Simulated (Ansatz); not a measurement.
Ansatz (a first-principles code) input:

Ansatz 0.2 input:
```yaml
crystal:
  lattice:
    - [4.0851781672, 0.0, 0.0]
    - [0.0, 4.0851781672, 0.0]
    - [0.0, 0.0, 4.0851781672]
  atoms:
    - { symbol: In, position: [0.0, 0.0, 0.0] }
    - { symbol: Ag, position: [0.0, 0.5, 0.5] }
    - { symbol: Ag, position: [0.5, 0.0, 0.5] }
    - { symbol: Ag, position: [0.5, 0.5, 0.0] }
kpoints:
  mp_grid: { grid: [10, 10, 10] }
hamiltonian:
  xc: lda
  pseudopotentials: { kind: paw }
scf:
  occupations: { method: fermi_dirac, width: 0.1 }
phonons:
  method: dfpt
  response_accuracy: low
  eigenvectors: true
  rigid_motions: translations
```

Output (shortened):

```
zone centre: on kpoints.mp_grid the ground state, and the responses unless they are solved on pairs of k-points, stand on 216 of the mesh's 1000 k-points, …
Pseudopotentials: kind: paw
Pseudopotential: In, paw, valence charge 13
Pseudopotential: Ag, paw, valence charge 19
Functional definition: SPW92
Crystal: 4 atoms, lattice volume = 68.176 Å³
Basis set: ecut = 420 eV, 1357 PW (Γ), exchange–correlation on 60×60×60 points (8 copies of the dense FFT grid, shifted against one another)
Bands: 42, of which v1, the nominal top of the filled ones, is band 35 counted from 1 (34 counted from 0)
Symmetry: 48 space group operations
k-points: 216 of 1000 (irreducible under 8 space group operations)
PAW frozen core: In, regenerated for the run's functional, and the local potential with it
PAW frozen core: Ag, regenerated for the run's functional, and the local potential with it
Initial wavefunctions: pseudopotential atomic-orbital guess
Eigensolver: davidson
Functional: x = slater, c = lda
SCF iter   1: F=—  HF=-27831.929226 eV  |F-HF|=—  |Δ(HF+E_count)|=         —  Δρ=1.19e-2  dr2=7.35e-2  ethr=1.77e-3  ⟨swp⟩=5.9  Hψ=30786  notcnv=0  defer=131
all-band conjugate gradients solve this SCF's bands
preconditioner: auto → Kerker (q_TF=auto, 2.740 Å⁻¹)
SCF iter   2: F=—  HF=-27831.908388 eV  |F-HF|=—  |Δ(HF+E_count)|=   2.08e-2  Δρ=4.09e-3  dr2=5.81e-3  ethr=1.05e-4  ⟨swp⟩=2.7  Hψ=17615  notcnv=0  defer=133
SCF iter   3: F=—  HF=-27831.906521 eV  |F-HF|=—  |Δ(HF+E_count)|=   1.87e-3  Δρ=1.43e-3  dr2=4.95e-4  ethr=8.30e-6  ⟨swp⟩=2.3  Hψ=12055  notcnv=0  defer=133
SCF iter   4: F=—  HF=-27831.906412 eV  |F-HF|=—  |Δ(HF+E_count)|=   1.09e-4  Δρ=2.15e-4  dr2=2.78e-5  ethr=7.07e-7  ⟨swp⟩=2.8  Hψ=16526  notcnv=0  defer=133
SCF iter   5: F=—  HF=-27831.906418 eV  |F-HF|=—  |Δ(HF+E_count)|=   5.28e-6  Δρ=6.96e-5  dr2=4.17e-6  ethr=3.98e-8  ⟨swp⟩=2.2  Hψ=16338  notcnv=0  defer=133
SCF iter   6: F=—  HF=-27831.906410 eV  |F-HF|=—  |Δ(HF+E_count)|=   7.48e-6  Δρ=1.84e-5  dr2=2.01e-7  ethr=5.96e-9  ⟨swp⟩=2.3  Hψ=11728  notcnv=0  defer=133
SCF iter   7: F=—  HF=-27831.906410 eV  |F-HF|=—  |Δ(HF+E_count)|=   5.39e-8  Δρ=3.24e-6  dr2=1.02e-8  ethr=2.87e-10  ⟨swp⟩=2.1  Hψ=13312  notcnv=0  defer=133
SCF iter   8: F=—  HF=-27831.906410 eV  |F-HF|=—  |Δ(HF+E_count)|=   2.42e-9  Δρ=7.84e-7  dr2=6.69e-10  ethr=1.45e-11  ⟨swp⟩=2.0  Hψ=12404  notcnv=0  defer=133
SCF iter  10: F=-27831.906410 eV  HF=-27831.906410 eV  |F-HF|=0.00e0  |Δ(HF+E_count)|=  7.28e-12  Δρ=2.72e-8  dr2=5.02e-13  ethr=1.00e-12  ⟨swp⟩=8.9  Hψ=41256  notcnv=0
SCF 1 converged in 10 iterations: F = -27831.906410 eV  dr2 = 5.02e-13
DFPT response loops at Γ: preconditioner auto → Kerker (q_TF=auto, 2.740 Å⁻¹) (partly filled bands, converged f_vac=0.000) …
SCF converged after 10 iterations
Free energy (F): -27831.906410 eV
Harris-Foulkes:  -27831.906410 eV  (|F-HF|=0.00e0)
Internal energy: -27831.873263 eV  (E = F + TS)
E sigma→0 (E₀):  -27831.889837 eV
Entropy (-TS):   -0.033147 eV (-8.287 meV/atom)
Fermi energy:    17.358672 eV
--- Per-component energies (eV) ---
  E_band       = -669.512744
  E_kinetic    = 1830.014778
  E_local      = -7609.609198  (includes V_loc(G=0)·N_el)
  E_nonlocal   = 627.902961
  E_hartree    = 3416.178259
  E_xc         = -767.552641
  E_vxc        = -808.858158  (∫ρ·V_xc dr)
  E_paw        = -15325.386475  (= ΣΔE_a)
  E_vpaw       = -1541.320516  (= ΣTr[D̂ρ^β])
  E_aug_tail   = 0.000839  (compensation charges beyond the density's cutoff)
  E_ewald      = -10005.880746
  E_core_change = 2.458959  (= ΣΔE_core)
  E_smearing   = -0.033147  (= −TS)
  E_closure    = 0.000000  (closes the sum)
  Σ components = -27831.906410   (vs F -27831.906410, Δ=0.00e0)
  [band-id]    e_kinetic+e_local+e_nonlocal+2·e_hartree+e_vxc+e_vpaw+e_augmentation_tail = -669.512776   (vs E_band -669.512744, Δ=-3.14e-5)
--- Band table (eV; the first three rows and the last of 216) ---
  k-point 0: bands = ["-75.0158", "-74.9986", "-74.9986", "-38.6109", "-38.6109", "-38.6109", "-38.5682", "-38.5682", "-38.5682", "-38.4691", "-38.4691", "-38.4691", "2.5435", "2.5435", "2.5869", "2.5869", "2.5869", "7.5039", "10.2916", "11.0173", "11.0173", "11.0173", "11.2635", "11.2635", "12.7177", "12.7177", "12.7177", "13.3857", "13.3857", "13.7576", "14.0682", "14.0682", "14.0682", "16.9733", "16.9733", "16.9733", "20.6204", "22.3424", "22.3424", "25.5883", "25.5883", "25.5883"]
  k-point 1: bands = ["-75.0154", "-74.9989", "-74.9985", "-38.6096", "-38.6096", "-38.6089", "-38.5686", "-38.5686", "-38.5683", "-38.4713", "-38.4701", "-38.4701", "2.5467", "2.5531", "2.5879", "2.5896", "2.5896", "7.6034", "10.3463", "11.0296", "11.0483", "11.0483", "11.2419", "11.3160", "12.6632", "12.6632", "12.6975", "13.3286", "13.3832", "13.7118", "13.9174", "13.9174", "14.0683", "16.3235", "17.2484", "17.2484", "20.8867", "22.3673", "22.8671", "25.3744", "25.4706", "25.4706"]
  k-point 2: bands = ["-75.0143", "-75.0000", "-74.9985", "-38.6057", "-38.6057", "-38.6032", "-38.5698", "-38.5698", "-38.5685", "-38.4775", "-38.4727", "-38.4727", "2.5552", "2.5783", "2.5903", "2.5967", "2.5967", "7.8975", "10.5001", "11.0633", "11.1362", "11.1362", "11.1653", "11.4667", "12.5272", "12.5272", "12.6432", "13.1657", "13.3700", "13.5819", "13.5819", "13.5849", "14.0686", "15.0981", "17.9447", "17.9447", "21.0290", "22.4488", "24.2133", "24.8111", "24.8111", "25.1117"]
  k-point 215: bands = ["-75.0042", "-75.0042", "-75.0042", "-38.6239", "-38.6239", "-38.6239", "-38.5909", "-38.5292", "-38.5292", "-38.5292", "-38.4502", "-38.4502", "2.5469", "2.5469", "2.5469", "2.6857", "2.6857", "9.1941", "10.9769", "10.9769", "10.9769", "11.9053", "11.9053", "11.9053", "12.8418", "12.8418", "12.8418", "12.9626", "12.9626", "13.8294", "13.8294", "13.8294", "14.8194", "14.8194", "14.8194", "16.3477", "17.1003", "19.4303", "19.4303", "19.4303", "30.9344", "30.9344"]
  band table: 42 of 42 bands, residual norms ≤ 1.0e-3 eV
--- Phonons (Γ-DFPT): 3 representative perturbations + reference, on 216 of 1000 k-points (Σ response iterations 9) ---
  k mesh reduced under 8 symmetry operations, with k and −k counted as one. Each operation leaves every solved displacement unchanged or reverses it
  ASR residual: 5.238e-4 → 0.000e0 eV/Å²; symmetrization residual: 5.378e-4 eV/Å²
  ASR residual per site (eV/Å²): 2.46e-4 5.24e-4 5.24e-4 5.24e-4
  Γ frequencies (cm⁻¹): 0.00 0.00 0.00 101.37 101.37 101.37 107.28 107.28 107.28 166.44 166.44 166.44
  non-analytic LO–TO correction: not included (Born effective charges unavailable; polar crystals: no LO–TO splitting at Γ)
```

Cost: roughly 2.2 core-minutes on shared cores.

Space group Pm-3m (Cu3Au type). The workflow started from a Materials Project entry (that database holds measured and hypothetical structures alike); the Crystallography Open Database files this formula in space group No. 221, but the cells were not matched. Its standing as an ambient phase is unchecked. Symmetry was held in the LDA relaxation; of distortions, only those at the zone centre were tested. The run is not spin-polarised. As this level gives no gap, phonon frequencies hold no LO–TO term and depend on the k-mesh and smearing (Fermi–Dirac, 0.1 eV here). Spin–orbit coupling is left out wherever it is not named.

Potentials: the later of the program's two PAW sets.

Ansatz is a plane-wave DFT program.
